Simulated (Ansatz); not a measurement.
# Computed properties of Sb2Pd

Sb$_{2}$Pd:
```xyz
12
Lattice="6.4647 0.0000 0.0000 0.0000 6.4647 0.0000 0.0000 0.0000 6.4647" Properties=species:S:1:pos:R:3 pbc="T T T"
Sb     2.4093     2.4093     2.4093
Sb     4.0554     4.0554     4.0554
Sb     0.8230     4.0554     5.6417
Sb     5.6417     2.4093     0.8230
Sb     5.6417     0.8230     4.0554
Sb     0.8230     5.6417     2.4093
Sb     4.0554     5.6417     0.8230
Sb     2.4093     0.8230     5.6417
Pd     0.0000     0.0000     0.0000
Pd     3.2323     0.0000     3.2323
Pd     3.2323     3.2323     0.0000
Pd     0.0000     3.2323     3.2323
```

Space group Pa-3 (No. 205); conventional cell a = 6.465 Å, b = 6.465 Å, c = 6.465 Å, α = 90.00°, β = 90.00°, γ = 90.00°.

Method: plane-wave PAW PBEsol (Ansatz code). Structure relaxed to zero pressure with the same functional. Other levels are named where they apply.

### Cell and energy

```yaml
volume_per_atom: 22.51 Å³
density: 8.60 g/cm³
Formation energy from the elements (no fitted shifts): -0.37 eV/atom
```

### Electronic structure

```yaml
electronic_character: metallic (no gap)
Density of states at the Fermi level: 0.28 states/eV per atom (mean over ±0.08 eV)
Gap with spin–orbit coupling: none (metallic)
```

### Mechanics

```yaml
Bulk modulus (Birch–Murnaghan fit): 102 GPa
Pressure derivative B′: 5.0
Elastic constants (relaxed ions, GPa): C11 = 175, C12 = 65.4, C44 = 25.5
mechanical_stability: stable (all eigenvalues of C positive)
hill_bulk_and_shear_moduli: 102 and 34.8 GPa
Young's modulus: 93.7 GPa
Poisson's ratio: 0.35
debye_temperature_from_the_elastic_constants: 238 K
```

The first step of the workflow began from a Materials Project structure, measured or hypothetical; the Crystallography Open Database files this formula in space group No. 205, but the cells were not matched. Whether it is the stable phase at ambient conditions was not checked. Symmetry was held in the PBEsol relaxation; its stability against distortions is not shown here. No spin polarisation was allowed. As this level gives no gap, shear constants depend on the k-mesh and smearing (Fermi–Dirac, 0.1 eV here). The references are the lowest solids computed at this level, not always the standard phases. Spin–orbit coupling is left out wherever it is not named.

Potentials: the later of the program's two PAW sets.
